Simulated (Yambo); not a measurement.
Li₃As (space group P6_3/mmc, No. 194), G0W0@LDA in Yambo (3×3×2 mesh, plasmon pole; 8 Ry block, no terminator). The number N of bands in W and G is varied.

```
N    x = 1/N  gap Γ → K (eV)  shift of the valence edge (eV)
---  -------  --------------  ------------------------------
87   0.01149           1.512                          -0.457
129  0.00775           1.605                          -0.652
181  0.00552           1.683                          -0.782
234  0.00427               ?                               ?
```

Question: Basis-set arguments suggest E = E∞ + A x. Fix A and E∞ from the two rows above the withheld one, predict the row at 234 bands, and test the form.

Answer: Gap: A = (1.683 − (1.605))/(0.00552 − 0.00775) = -35.0, E∞ = 1.876 eV, so 1.727 eV is predicted; the run gave 1.730 eV (miss 3 meV). The first two rows have slope -24.9, so the form doesn't hold yet over the whole range. Shift: A = (-0.782 − (-0.652))/(0.00552 − 0.00775) = 58.3, E∞ = -1.104 eV, so -0.855 eV is predicted; the run gave -0.855 eV (miss 0 meV). The first two rows have slope 52.1, within 15 % of that. The other settings are held fixed.

The standard potential for As keeps a d shell in the valence without the s and p states of that shell. In tests on such compounds this moved G0W0 gaps by up to about 0.9 eV, so absolute quasiparticle energies here are unreliable; differences between settings are what counts.

Spin-orbit coupling is not included.

Geometry of the Materials Project entry, not relaxed at this level; primitive cell a = b = 4.3415 Å, c = 7.7456 Å, α = β = 90.00°, γ = 120.00°.

A shift is the quasiparticle energy of the state minus its LDA energy.
